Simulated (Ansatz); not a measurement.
Relaxed InP (zinc blende):

```xyz
2
Lattice="0.0000 2.9798 2.9798 2.9798 0.0000 2.9798 2.9798 2.9798 0.0000" Properties=species:S:1:pos:R:3 pbc="T T T"
P      4.4696     4.4696     4.4696
In     0.0000     0.0000     0.0000
```

These are PBE (plane waves to 420 eV, PAW, scalar-relativistic; Ansatz, a program for electronic structure) values and carry that method's errors. k mesh 8×8×8 (Γ-centred), Fermi-Dirac smearing 0.05 eV. InP was relaxed with its symmetry unable to fall.

One atom of the cell was then moved (with its periodic images), all else fixed, and the forces (eV/Å) came out as:

```
atom      Fx     Fy     Fz
----  ------  -----  -----
P1    -1.457  0.000  0.000
In2    1.457  0.000  0.000
```

With two atoms only their relative shift counts; take In2 as fixed.

Problem. Which atom was moved, and by which vector (Å)?

Solution. P1, by (0.21, 0.00, 0.00), 0.21 Å in all.

(A displaced cell: forces are minus the slopes of the energy, force constants its curvatures, and phonons follow from these.)
